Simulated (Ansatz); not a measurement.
Ta2O5: the gap against volume

Ta2O5, I4/mmm, a = 5.247 Å, c = 9.551 Å. The structure is a Materials Project entry; whether it is the stable form wasn't checked. Ansatz: r2SCAN, PAW, 500 eV, Γ-centred 8×8×8 mesh on 7 atoms, Gaussian smearing 0.02 eV; no spin polarisation. Shape and atoms are relaxed at each volume; x = ln(V/V0) with V0 = 18.784 Å³/atom. The gap is read at the mesh points alone.

```tsv
x	gap y (eV)
-0.0619	?
-0.0305	2.253
0.0000	2.151
0.0296	2.061
0.0583	1.983
```

Problem. Fit a straight line to the other rows, give the volume deformation potential of the gap and its pressure coefficient, and predict the missing gap. B0 = 150.8 GPa.

Solution. Means x = 0.01435, y = 2.1120; Σ(Δx)² = 0.004382, ΣΔxΔy = -0.01333; the slope is their ratio. y = 2.1557 − 3.0424 x. The slope is the deformation potential a = dE_g/d ln V = -3.04 eV, and dE_g/dP = −a/B0 = 20.2 meV/GPa. With a term in x² added, the coefficient of x becomes -3.188, 5 % more, which shows how far this figure hangs on the form. At x = -0.0619 the fit asked for gives 2.344 eV. The run gave 2.377 eV, so the fit is 0.033 eV too low, 8.4 % of the span of the series, against an rms of 0.005 eV on the fitted rows. The row lies outside the fitted range. With a term in x² added, a fit to the same known rows predicts 2.368 eV, so most of the miss is curvature that the known rows already hold.

Spin-orbit coupling is left out, which matters for the bands of heavy elements. Semilocal functionals give gaps under the measured ones; changes of the gap mostly carry over better.

Cost: 5 runs of about 4.2 core-minutes in all, on AMD EPYC 9R45 (Zen 5) (shared hosts).